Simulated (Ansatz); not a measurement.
Level of theory: Ansatz 0.2.0, DFT PBE, scalar-relativistic, plane waves, PAW. Settings: cutoff 420 eV, Γ-centred meshes spaced at most about 0.3 Å⁻¹, and about 0.25 Å⁻¹ or finer for metals (2π included), Gaussian smearing. No spin polarisation in the final relaxations.

These are static total energies at zero pressure.

Two relaxed structures of SrScH6:

1. Space group Pm-3 (No. 200), cubic, a = 4.152 Å. Sr has 12 H at 2.41 Å; around Sc lie 12 H at 2.24 Å and 8 Sr at 3.60 Å; H has 1 H at 1.70 Å, 2 Sc at 2.24 Å and 2 Sr at 2.41 Å.

2. Space group Pm (No. 6), monoclinic, a = 3.652 Å, b = 3.626 Å, c = 5.577 Å, β = 91.6°. Sr is surrounded by 13 H at 2.41–2.67 Å; Sc has 10 H at 2.03–2.17 Å, 1 H at 2.32 Å, 2 H at 3.27 Å, 1 H at 3.49 Å, 4 Sc at 3.63–3.65 Å and 8 Sr at 3.74–3.90 Å; H on its first site has 2 Sc at 2.03–2.07 Å, 5 H at 2.05–2.19 Å, 2 H at 2.46 Å and 2 Sr at 2.57 Å; around H on its second site lie 1 Sc at 2.09 Å, 4 H at 2.13–2.19 Å, 2 H at 2.62 Å and 4 Sr at 2.64–2.67 Å; around H on its third site lie 1 H at 0.98 Å, 2 Sc at 2.06 Å, 3 H at 2.13–2.19 Å, 1 Sr at 2.44 Å, 2 H at 2.46 Å and 1 Sr at 2.66 Å; 3 more sites not described.

Question: Which form is favoured at zero pressure, and by what margin per atom?

Answer: Cell 2 is lower, by 223 meV/atom. Cell 1 has space group Pm-3 (No. 200), 8.9 Å³/atom and no gap on its mesh; cell 2 has space group Pm (No. 6), 9.2 Å³/atom and no gap. Counting H atoms around Sc and Sr (those within 1.25 times the shortest such distance or 1.15 times the sum of covalent radii), cell 1 has Sr 12, Sc 12 and cell 2 has Sr 13, Sc 11. The lower one is the more open, so pressure narrows the difference. Both come from invented guesses.

With hydrogen, zero-point motion can shift such differences by 10 meV/atom or more. Cells relaxed within their symmetry can be saddle points. The Pm cell of SrScH6 came from shaking the Pm-3 one.
